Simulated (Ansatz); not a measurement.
This cell of CsHgCl$_{3}$ (cubic perovskite) is off equilibrium:

```
CELL_PARAMETERS angstrom
      5.51294     0.00000     0.00000
      0.00000     5.51294     0.00000
      0.00000     0.00000     5.36591
ATOMIC_POSITIONS crystal
  Cs 0.00000 0.00000 0.00000
  Hg 0.50000 0.50000 0.50000
  Cl 0.00000 0.50000 0.50000
  Cl 0.50000 0.00000 0.50000
  Cl 0.50000 0.50000 0.00000
```

The numbers are results of r2SCAN (plane waves to 500 eV, PAW, scalar-relativistic; Ansatz, a quantum-chemistry and plane-wave program), not measurements. k mesh 9×9×9 (Γ-centred), Fermi-Dirac smearing 0.05 eV. E stands for the smeared free energy. Stress and pressure are positive under compression. With partly filled bands, the response to shear is sensitive to the k mesh, so small differences along c/a are uncertain. At this level the bands of CsHgCl3 touch or barely overlap. CsHgCl3 was relaxed with its symmetry unable to fall. Spin-orbit coupling is left out, though Hg is heavy.

**Question.** Give the stress tensor in GPa and the pressure.

**Answer.** 
```
   -2.3      0.0      0.0
    0.0     -2.3      0.0
    0.0      0.0     -1.8
```
The pressure, a third of the trace, is -2.1 GPa.

**Question.** It is the relaxed cell deformed to V/V₀ = 1.080, (c/a)/(c/a)₀ = 0.973, c along z, fractional positions held. What is its energy relative to the relaxed cell?

**Answer.** 19 meV/atom.

(Under strain, the slope of the energy per volume gives the stress and its curvature an elastic modulus.)
